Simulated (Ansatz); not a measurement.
In DFT-r²SCAN in the program Ansatz with PAW potentials, SiO2 in the tetragonal phase (P4_12_12; Si on 4a, O on 8b) relaxes to a = 4.980 Å, c = 6.918 Å. Si has 4 nearest neighbours from 1.61 Å (tetrahedral); O has 2 nearest neighbours from 1.61 Å (bent). Against the elements it lies at -2.99 eV/atom, with no fitted shifts.

The Kohn–Sham gap is 6.35 eV (direct). The valence maximum lies at Γ and the conduction minimum at Γ. HSE06 on the same cell gives 7.51 eV. Electrons at the band edge weigh 0.53 mₑ (isotropic). The hole mass is 1.7, 2.0, 2.0 mₑ (principal values).

An equation-of-state fit gives a bulk modulus of 14.9 GPa. Bader charges are Si +3.37, O -1.68 e.

Symmetry was held in the r²SCAN relaxation. The references are the lowest solids computed at this level, not always the standard phases (solids in place of the gases).

Potentials: the later of the program's two PAW sets.
